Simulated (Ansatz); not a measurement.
A bilayer cut from bulk SnSe (GeS type, space group Pnma), in the bulk's stacking and in-plane cell, with 15 Å of vacuum. The upper layer (atoms 5 to 8) slides over the lower.

```yaml
crystal:
  lattice:
    - [4.12093, 0.00000, 0.00000]
    - [0.00000, 4.57816, 0.00000]
    - [0.00000, 0.00000, 23.81352]
  atoms:
    - { symbol: Sn, position: [0.25000, 0.38351, 0.31649] }
    - { symbol: Se, position: [0.75000, 0.98533, 0.32908] }
    - { symbol: Se, position: [0.25000, 0.48533, 0.42894] }
    - { symbol: Sn, position: [0.75000, 0.88351, 0.44242] }
    - { symbol: Sn, position: [0.25000, 0.11649, 0.55758] }
    - { symbol: Se, position: [0.75000, 0.51467, 0.57106] }
    - { symbol: Se, position: [0.25000, 0.01467, 0.67092] }
    - { symbol: Sn, position: [0.75000, 0.61649, 0.68351] }
```

In-plane vectors a = (4.121, 0.000) Å, b = (0.000, 4.578) Å, area 18.87 Å². The shift is s times the vector a (length 4.121 Å), so s = 1 restores the start. Atoms relax along the normal only. γ = [E(shift) − E(0)] / area.

Method: r2SCAN+rVV10 (plane waves to 500 eV, PAW, scalar-relativistic; Ansatz, a program for electronic structure). k mesh 8×7×1 (Γ-centred), Fermi-Dirac smearing 0.05 eV. E is the zero-smearing estimate. SnSe was relaxed with its symmetry unable to fall. γ is measured from zero shift.

| s | γ (mJ/m²) |
|---|---|
| 0.000 | 0 |
| 0.083 | withheld |
| 0.167 | 76 |
| 0.250 | 136 |
| 0.333 | 183 |
| 0.417 | 211 |
| 0.500 | 220 |
| 0.583 | 211 |
| 0.667 | 183 |
| 0.750 | 136 |
| 0.833 | 76 |
| 0.917 | withheld |

Problem. Fit a Fourier form (three harmonics of 1 − cos and sin) to the given rows and predict γ at s = 0.083.

Solution. Least squares on the 10 given rows: γ = (109.0)·[1 − cos(2πs)] + (13.0)·[1 − cos(4πs)] + (1.0)·[1 − cos(6πs)], in mJ/m²; root-mean-square residual 0.0 mJ/m². At 0.083 the fit gives 22 mJ/m²; the calculation gives 22 mJ/m², the same to the digits shown. 

(The slope of γ gives the shear force per area between the displaced halves; near zero shift its curvature is an elastic stiffness.)
